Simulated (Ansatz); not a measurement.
TlBiTe₂:
Space group R-3m, hexagonal axes (No. 166); a = b = 4.500 Å, c = 23.086 Å, α = β = 90.00°, γ = 120.00°

```tsv
atom	site	symmetry	x	y	z
Tl	3b	-3m	0.0000	0.0000	0.5000
Bi	3a	-3m	0.0000	0.0000	0.0000
Te	6c	3m	0.0000	0.0000	0.2570
```
(The calculation used a cell of 4 atoms; values per cell refer to that cell.)

Relaxed with PBEsol.

Task: Tabulate the valence density and the electron localisation function along the shortest Tl–Te contact (3.33 Å), DFT-PBEsol in the program Ansatz with PAW potentials.

Result: 

```
distance from Tl (Å)  density (e/Å³)   ELF
--------------------  --------------  ----
0.33                            6.04  0.02
0.50                            4.03  0.12
0.67                            2.43  0.31
0.83                            1.32  0.42
1.00                            0.69  0.40
1.17                            0.37  0.32
1.33                            0.22  0.25
1.50                            0.16  0.20
1.67                            0.16  0.25
1.83                            0.19  0.44
2.00                            0.26  0.61
2.17                            0.39  0.62
2.33                            0.60  0.56
2.50                            1.03  0.49
2.67                            2.68  0.33
2.83                            6.42  0.12
3.00                           11.43  0.02
```

The density is the valence pseudo-density with augmentation charge, so density and ELF within about 1 Å of a nucleus are not all-electron values.

The workflow started from a Materials Project entry (that database holds measured and hypothetical structures alike); the Crystallography Open Database files this formula in space group No. 166, but the cells were not matched. Its standing as an ambient phase is unchecked. The cell was relaxed with PBEsol under the symmetry of its start; whether a distortion lowers the energy is not shown. Scalar-relativistic: spin–orbit coupling is off unless named, which matters more the heavier the elements.

Potentials: the later of the program's two PAW sets.
